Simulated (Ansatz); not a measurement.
With r²SCAN (plane waves, PAW; program Ansatz), As in the cubic phase (I4_132; As on 8a) relaxes to a = 6.899 Å. As has 3 nearest neighbours from 2.44 Å (trigonal planar).

Electronic character: metallic (no gap). Gap from r²SCAN with spin–orbit coupling: none (metallic).

An equation-of-state fit gives a bulk modulus of 31.3 GPa. The relaxed-ion elastic constants in GPa are C11 = 29.3, C12 = 32.9, C44 = 0.7.

The start of the workflow was typed in or built on a structure type; neither database checked (COD, Materials Project) lists it. It is not the phase usual at ambient conditions (space group No. 166). The r²SCAN relaxation kept the symmetry of its start. At this level the phase is mechanically unstable. The volume moved by 53 % from the start of the relaxation. As this level gives no gap, shear constants depend on the k-mesh and smearing (Fermi–Dirac, 0.1 eV here). Spin–orbit coupling is left out wherever it is not named.

Potentials: the earlier of the program's two PAW sets.
